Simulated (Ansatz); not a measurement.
A geometry of SnO away from equilibrium: the start of the relaxation of a generated cell, SnO built in the AFLOW prototype AB_cI16_199_a_a (B_a). Level of theory: r2SCAN (plane waves to 500 eV, PAW, scalar-relativistic; Ansatz, an electronic-structure program). Γ-centred k-mesh 5×5×5 on the run's cell (coarser than for final values), Fermi–Dirac smearing 0.05 eV.

```xyz
8
Lattice="-3.1943 3.1943 3.1943 3.1943 -3.1943 3.1943 3.1943 3.1943 -3.1943" Properties=species:S:1:pos:R:3 pbc="T T T"
O      2.9132     2.9132     2.9132
O      0.2811     3.4754    -0.2811
O      3.4754    -0.2811     0.2811
O     -0.2811     0.2811     3.4754
Sn     1.3755     1.3755     1.3755
Sn    -1.3755     1.8188     1.3755
Sn     1.8188     1.3755    -1.3755
Sn     1.3755    -1.3755     1.8188
```

### Question
Give the Cartesian forces on all atoms (eV/Å).

### Answer
| atom | Fx | Fy | Fz |
|---|---|---|---|
| O1 | 0.40 | 0.40 | 0.40 |
| O2 | -0.40 | -0.40 | 0.40 |
| O3 | -0.40 | 0.40 | -0.40 |
| O4 | 0.40 | -0.40 | -0.40 |
| Sn5 | 2.25 | 2.25 | 2.25 |
| Sn6 | -2.25 | -2.25 | 2.25 |
| Sn7 | -2.25 | 2.25 | -2.25 |
| Sn8 | 2.25 | -2.25 | -2.25 |

### Question
What is the pressure?

### Answer
-6.2 GPa, compression positive.

### Question
How far above the relaxed end point is this geometry?

### Answer
0.63 eV/atom; the path ends in I2₁3 (No. 199).

No spin polarisation in the result.

The run could not lose the symmetry of its start, so the end can be a saddle point.

The end of the path is a generated cell of SnO: the first start was made by placing the elements on the sites of a structure type, and the end was not matched to a known phase here, so it may be hypothetical. Known forms of SnO include space group No. 129.
